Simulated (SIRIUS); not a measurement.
Input and output of a self-consistent single point for a model cell of Mn (Fd-3m, 2 atoms in the cell; prototype structure) (SIRIUS).

Method: PBE, GBRV PBE ultrasoft pseudopotentials (plane waves; SIRIUS).

```
Mn
1.0
    0.00000     2.59808     2.59808
    2.59808     0.00000     2.59808
    2.59808     2.59808     0.00000
Mn
2
Direct
  0.75000   0.75000   0.75000
  0.50000   0.50000   0.50000
```
Starting moments (μB, in the order of the atoms Mn Mn): 4.0 4.0.

Reference input (self-consistent single point, DFT, PBE, plane waves, GBRV PBE ultrasoft pseudopotentials): parameters.ngridk = 9 9 9; parameters.xc_functionals = [XC_GGA_X_PBE, XC_GGA_C_PBE]; parameters.gk_cutoff = 6.325 1/bohr; parameters.pw_cutoff = 14.143 1/bohr; parameters.shiftk = 1 1 1; parameters.smearing = fermi_dirac; parameters.smearing_width = 0.00183747 Ha; potentials = GBRV PBE ultrasoft pseudopotentials; parameters.electronic_structure_method = pseudopotential; parameters.num_bands = 23; parameters.num_mag_dims = 1; parameters.num_dft_iter = 100. This run's input differs from it in these lines:

```diff
@@ -23,4 +23,4 @@
     "num_dft_iter": 100,
-    "energy_tol": 1e-07,
-    "density_tol": 1e-06
+    "energy_tol": 0.0037,
+    "density_tol": 1.0
   },
```

Log, with long lists cut:

```
[find] density tolerance         : 1
[find] total energy tolerance    : 0.0037
[find] iter_solver_tol (initial) : 0.01
[find] iter_solver_tol (target)  : 1e-13
[find] num_dft_iter              : 100
Charges and magnetic moments
--------------------------------------------------------------------------------
atom                moment                |moment|
--------------------------------------------------------------------------------
   0 [  0.00000,   0.00000,   3.99546]    3.995459
   1 [  0.00000,   0.00000,   3.99546]    3.995459

total charge          : 30.000000
   [... lines left out ...]
[find] total moment          : [  0.00000,   0.00000,   0.71830], magnitude : 0.718300
[find] Energy
[find] smearing (-TS)                 :      -0.00126196
[find] Total energy                   :    -211.07720958 (Ha),    -422.15441916 (Ry)
[find] Free energy (E-TS)             :    -211.07847154 (Ha),    -422.15694308 (Ry)
[find] band gap (eV)                  :       0.00000000
[find] Efermi                         :       0.39576900
[find] iteration : 6, RMS (target) : 7.8594e-02 (1.0000e+00) , energy difference (target) : -1.3360e-03 (3.7000e-03)
[find] bands are converged : true
[find] iterative solver converged : false
[find] converged after 7 SCF iterations!
[find] Charges and magnetic moments
[find] atom                moment                |moment|
[find]    0 [  0.00000,   0.00000,   0.30588]    0.305884
[find]    1 [  0.00000,   0.00000,   0.30834]    0.308336
[find] total charge          : 30.000000
[find] total moment          : [  0.00000,   0.00000,   0.71830], magnitude : 0.718300
[find] Energy
[find] smearing (-TS)                 :      -0.00126196
[find] Total energy                   :    -211.07720958 (Ha),    -422.15441916 (Ry)
[find] Free energy (E-TS)             :    -211.07847154 (Ha),    -422.15694308 (Ry)
[find] band gap (eV)                  :       0.00000000
[find] Efermi                         :       0.39576900
[ground_state] === stress tensor components [kbar] ===
[ground_state] === stress_total ===
[ground_state]   396.282154    0.000000    0.000000
[ground_state]     0.000000  396.282154    0.000000
[ground_state]     0.000000    0.000000  396.282154
[ground_state] ==== total Forces in Ha/bohr =====
[ground_state] atom:    0, force:       0.0000000     -0.0000000     -0.0000000
[ground_state] atom:    1, force:       0.0000000      0.0000000     -0.0000000
```

The run converged in 7 iterations. SIRIUS prints the stress tensor with tension positive. Against the reference run the free energy goes up by 231 meV/atom, the pressure goes from -15.42 to -39.63 GPa and the net moment goes from 0.00 to 0.36 μB/atom.

The cell was set up from a structure prototype or typed lattice constants and was not relaxed beforehand at this level. The run is spin-polarised and ends with a net moment of 0.72 μB in the cell. This run is one point of a test of settings, so its values need not be converged; read them against the reference run alone. All moments were started parallel; another magnetic order can lie lower. At this pressure the cell is far from its equilibrium volume at this level.

Cost on one core: very roughly 30 core-seconds.

The gap that the log prints is read on the run's mesh, which can miss the band edges or a crossing.
